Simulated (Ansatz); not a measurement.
Values for one crystal, relaxed and computed with PBEsol in the plane-wave PAW code Ansatz; other levels are named.

| Item | Value |
|---|---|
| Volume per atom | 19.51 Å³ |
| Electronic character | metallic (no gap) |
| Bulk modulus (Birch–Murnaghan fit) | 147 GPa |
| Mechanical stability | marginal (the smallest eigenvalue of C is near zero) |
| Pressure derivative B′ | 5.3 |
| Highest zone-centre frequency | 42 cm^-1 |
| Zone-centre stability | no imaginary mode at Γ |

Q: Which of these materials gives this?
A) Ge2Pt, Pnnm (Ge on 4g, Pt on 2a)
B) SnTePbSe, P4/mmm (Sn on 1d, Te on 1c, Pb on 1a, Se on 1b)
C) Ge2Pt, MoSi2 or CaC2 type
D) TePt, CsCl type

A: D, TePt, CsCl type

Space group Pm-3m (CsCl type). The start of the workflow was typed in or built on a structure type; neither database checked (COD, Materials Project) lists it. COD files the formula under space group No. 166, 194. Its standing as an ambient phase is unchecked. The PBEsol relaxation kept the symmetry of its start. No spin polarisation was allowed. As this level gives no gap, phonon frequencies hold no LO–TO term and depend on the k-mesh and smearing (Fermi–Dirac, 0.1 eV here). Spin–orbit coupling is left out wherever it is not named.

Potentials: the later of the program's two PAW sets.
